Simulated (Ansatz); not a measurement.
CaPb:
```xyz
2
Lattice="3.5781 0.0000 0.0000 0.0000 3.5781 0.0000 0.0000 0.0000 4.6073" Properties=species:S:1:pos:R:3 pbc="T T T"
Ca     0.0000     0.0000     0.0000
Pb     1.7891     1.7891     2.3037
```

Relaxed with r²SCAN. Special points in fractions of this cell's reciprocal vectors: Γ (0.000, 0.000, 0.000); X (0.000, 0.500, 0.000); M (0.500, 0.500, 0.000); Z (0.000, 0.000, 0.500); R (0.000, 0.500, 0.500); A (0.500, 0.500, 0.500).

Task: List the band energies nearest the Fermi level at these points for the program Ansatz at the r²SCAN level (PAW).

Result: In eV from the Fermi level; about four levels below and three above (degenerate sets whole), none deeper than 8.9 eV; points with the same levels are listed once.

| k | below | above |
|---|---|---|
| Γ | -0.79 | 0.25 1.44 3.42 3.42 |
| X | -8.65 -4.06 -0.71 | 1.74 2.55 3.94 |
| M | -7.25 -2.00 -2.00 | 1.49 2.28 2.34 2.34 |
| Z | -4.39 | 1.54 2.12 2.12 |
| R | -8.50 -3.06 -2.08 | 0.50 3.46 3.86 |
| A | -6.71 -2.33 -2.33 -1.85 | 3.66 3.68 3.68 |

Space group P4/mmm (L1₀ or tetragonal B2). The workflow started from a Materials Project entry (that database holds measured and hypothetical structures alike); the Crystallography Open Database copy checked does not list it. With Ca and Pb taken as one species the cell has the higher symmetry I4/mmm, so it may be an ordered model of a mixed-site phase. Its standing as an ambient phase is unchecked. The cell was relaxed with r²SCAN under the symmetry of its start; whether a distortion lowers the energy is not shown. Scalar-relativistic: spin–orbit coupling is off unless named, which matters more the heavier the elements.

Potentials: the later of the program's two PAW sets.
